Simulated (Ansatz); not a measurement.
Before relaxation, 1 Br2 a cell, flat, over a bridge Nb-Nb site (Nb, Im-3m (No. 229), (1 1 0) face):

```xyz
14
Lattice="5.6582 0.0000 0.0000 -1.8861 5.3346 0.0000 0.0000 0.0000 22.6199" Properties=species:S:1:pos:R:3 pbc="T T T"
Nb    0.9430    1.3336    8.0000
Nb    0.0000    4.0009    8.0000
Nb    3.7721    1.3336    8.0000
Nb    2.8291    4.0009    8.0000
Nb    1.8861    2.6673   10.2911
Nb    2.8291    0.0000   10.2911
Nb   -0.9430    2.6673   10.2911
Nb    0.0000    0.0000   10.2911
Nb    2.8291    4.0009   12.5819
Nb    3.7721    1.3336   12.5819
Nb    0.0000    4.0009   12.5819
Nb    0.9430    1.3336   12.5819
Br    4.7151    2.6673   15.8419
Br    3.8075    4.8718   15.8419
```

The calculation used DFT PBE+D3(BJ), scalar-relativistic, plane waves, PAW in Ansatz 0.2.0. Cutoff 420 eV; k points 4×4×1 on the computed 14-atom cell (Γ-centred); Gaussian smearing, width 0.10 eV; no spin polarisation. The cell repeats along c with a dipole correction in the vacuum.

Atoms 1, 2, 3, 4 (counted from 1) are held. The cell is fixed. Force threshold 0.04 eV/Å.

```
step E − E_final (eV) largest force (eV/Å)
   1             4.951                 2.137
   2             4.253                 1.514
   3             3.505                 1.552
   4             2.813                 1.407
   5             2.305                 1.103
   6             1.889                 0.881
   7             1.546                 0.917
   8             1.280                 0.673
   9             1.041                 0.503
  10             0.883                 0.323
  11             0.785                 0.300
  12             0.687                 0.317
  13             0.587                 0.350
  14             0.476                 0.378
  15             0.350                 0.419
  16             0.211                 0.404
  17             0.124                 0.226
  18             0.086                 0.191
  19             0.052                 0.128
  20             0.024                 0.249
  21             0.007                 0.153
  22             0.000                 0.042
  23             0.000                 0.009
```

Task: What is the final structure?

Result:
```yaml
crystal:
  lattice:
    - [5.65815, 0.00000, 0.00000]
    - [-1.88605, 5.33456, 0.00000]
    - [0.00000, 0.00000, 22.61986]
  atoms:
    - { symbol: Nb, position: [0.25000, 0.25000, 0.35367] }
    - { symbol: Nb, position: [0.25000, 0.75000, 0.35367] }
    - { symbol: Nb, position: [0.75000, 0.25000, 0.35367] }
    - { symbol: Nb, position: [0.75000, 0.75000, 0.35367] }
    - { symbol: Nb, position: [0.50028, 0.49996, 0.45370] }
    - { symbol: Nb, position: [0.49862, 0.99872, 0.45402] }
    - { symbol: Nb, position: [0.00144, 0.50152, 0.45403] }
    - { symbol: Nb, position: [0.99973, 0.00037, 0.45369] }
    - { symbol: Nb, position: [0.75037, 0.75006, 0.56044] }
    - { symbol: Nb, position: [0.75015, 0.25030, 0.55026] }
    - { symbol: Nb, position: [0.25026, 0.75014, 0.55799] }
    - { symbol: Nb, position: [0.25023, 0.25000, 0.56043] }
    - { symbol: Br, position: [0.44257, 0.55786, 0.65075] }
    - { symbol: Br, position: [0.05843, 0.94200, 0.65079] }
```

The end is the local minimum or symmetric point that this start leads to. The slab is only 4.6 Å thick, so the energy isn't converged with thickness.

Cost: 1 run of about 26 core-minutes, on AMD EPYC 7R13 Processor (Zen 3) (shared hosts).